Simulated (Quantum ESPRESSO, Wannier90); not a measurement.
## Se (R-3): Wannier90 run

```yaml
crystal:
  lattice:
    - [0.00000, 0.00000, 4.83952]
    - [-5.65532, -3.26510, -1.61317]
    - [5.65532, -3.26510, -1.61317]
  atoms:
    - { symbol: Se, position: [0.09273, 0.24359, 0.36682] }
    - { symbol: Se, position: [0.90727, 0.75641, 0.63318] }
    - { symbol: Se, position: [0.72591, 0.63318, 0.87677] }
    - { symbol: Se, position: [0.27409, 0.36682, 0.12323] }
    - { symbol: Se, position: [0.84914, 0.12323, 0.75641] }
    - { symbol: Se, position: [0.15086, 0.87677, 0.24359] }
```

Structure: Materials Project mp-147, symmetrised, not relaxed again. COD (Crystallography Open Database) has the formula in 4 space groups, this one among them (matched by group alone). Computed values, not measurements, from PBEsol: Quantum ESPRESSO (norm-conserving PseudoDojo potentials, cutoff 69 Ry, no spin polarisation, no spin-orbit coupling) on a Γ-centred 4×4×4 mesh, then Wannier90. Density: 8×8×8 mesh, cold smearing 0.01 Ry. The cell is built of weakly bound layers, chains or molecules, whose nearest atoms lie 3.42 Å apart. Database cells relaxed without dispersion often hold them too far apart, which can enlarge gaps and weakens couplings between them; spacing and stacking were not compared with the measured crystal. Spin-orbit coupling, left out, would split the p-like bands by a few tenths of an eV.

The plane-wave run has 67 bands and 96 electrons a cell. On the energy scale of pw.x, whose zero is arbitrary, the valence-band maximum lies at 5.75 eV.

Isolated groups of bands, relative to the valence-band maximum (bands from 55 on overlap up to the last one computed):

| bands | from (eV) | to (eV) | filling | weight on atomic waves |
|---|---|---|---|---|
| 1–12 | -48.02 | -47.90 | filled | Se 3d 100 % |
| 13–30 | -47.70 | -47.55 | filled | Se 3d 100 % |
| 31 | -15.43 | -15.01 | filled | Se 4s 88 %, Se 4p 11 % |
| 32–33 | -14.28 | -13.78 | filled | Se 4s 86 %, Se 4p 13 % |
| 34–35 | -11.71 | -11.20 | filled | Se 4s 84 %, Se 4p 16 % |
| 36 | -10.14 | -9.38 | filled | Se 4s 89 %, Se 4p 11 % |
| 37–43 | -5.20 | -2.09 | filled | Se 4p 93 %, Se 4s 6 % |
| 44–48 | -1.53 | 0.00 | filled | Se 4p 96 % |
| 49–54 | 1.42 | 4.15 | empty | Se 4p 90 %, Se 4s 5 % |

Input w.win, without the blocks of cell, atoms and k-points (64 lines):

```
num_bands = 37
num_wann = 24
exclude_bands = 1-30
num_iter = 1000
conv_tol = 1.0e-6
conv_window = 4
dis_num_iter = 1000
dis_conv_tol = 1.0e-6
dis_froz_max = 11.63
write_hr = true
write_u_matrices = true
begin projections
f=0.09012,0.24162,0.37271: s;p
f=-0.10234,-0.25078,-0.37248: s;p
f=-0.26339,-0.36100,-0.12029: s;p
f=0.26584,0.36834,0.12618: s;p
f=-0.15768,0.12445,-0.24949: s;p
f=0.14167,-0.12104,0.24338: s;p
end projections
mp_grid = 4 4 4
```

wannier90.x stops with:
```
dis_windows: More states in the frozen window than target WFs
```
At some k-point more bands lie below dis_froz_max than there are Wannier functions, and every frozen state has to fit into the subspace. Mended as below, all else unchanged, the run goes through (Ω_I = 27.5 Å²) and follows the plane-wave bands to 1.9 meV rms (states up to 2.3 eV relative to the valence-band maximum).
```
dis_froz_max = 8.60
```
